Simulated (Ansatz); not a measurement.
## Cu: an elastic constant from a strain scan

These are results of Ansatz, DFT PBEsol, scalar-relativistic, plane waves, PAW, not measurements. Settings: plane waves to 420 eV, k-mesh 26×26×24 (Γ-centred), Gaussian smearing 0.15 eV. No spin polarisation. Energies are free energies at this smearing, counted from the undisturbed cell; pressure is positive in compression.

Zero of the scan (relaxed at this level; this form isn't the usual structure):

```
Cu
1.0
     1.21480   -3.95985    0.00000
     1.21480    3.95985    0.00000
     0.00000    0.00000    2.46771
Cu
2
Direct
  0.13385 0.86615 0.25000
  0.86615 0.13385 0.75000
```

The cell is strained by ε times the Voigt pattern (1, 0, 0, 0, 0, 0) (xx, yy, zz, yz, xz, xy; engineering shear) with fractional coordinates fixed. The cell holds 2 atoms in V0 = 23.74 Å³. The stress column is τ = (1/V0) dE/dε, got from the stress tensor σ (compression positive) at each point as −det(1 + εP) σ : P(1 + εP)⁻¹, with P the pattern as a tensor.

```csv
ε,ΔE (meV/atom),τ (GPa)
-0.0400,21.513,-15.698
-0.0300,11.618,-11.096
-0.0200,4.952,-6.971
0.0000,0.000,0.028
0.0100,1.135,2.983
0.0300,9.391,7.964
0.0400,?,?
```

Q: Which combination of elastic constants does this scan measure, and how large is it?

A: For small ε, τ = τ0 + Kε with K = pᵀCp, which for this pattern is C11 in the Cartesian frame shown. The parabola through τ at ε = -0.0200, 0 and 0.0100 has slope K = 314 GPa at zero. The energies per cell, E = NΔE, of the same two points give K = 2[E(ε₊)/ε₊ − E(ε₋)/ε₋]/[(ε₊ − ε₋)V0] = 325 GPa, in agreement. These are clamped-ion values.

Q: Predict the withheld row at ε = 0.0400 from the harmonic law, and compare.

A: ΔE = V0(τ0 ε + Kε²/2)/N = 18.675 meV/atom and τ = 12.58 GPa. The calculation gives 16.076 meV/atom and 10.04 GPa: the energy lies 14 % below the harmonic value, as bonds soften when stretched.

Forces appear on the atoms along this scan, and letting them relax would lower the energy and soften the response. In a metal these slopes depend on the k mesh and the smearing.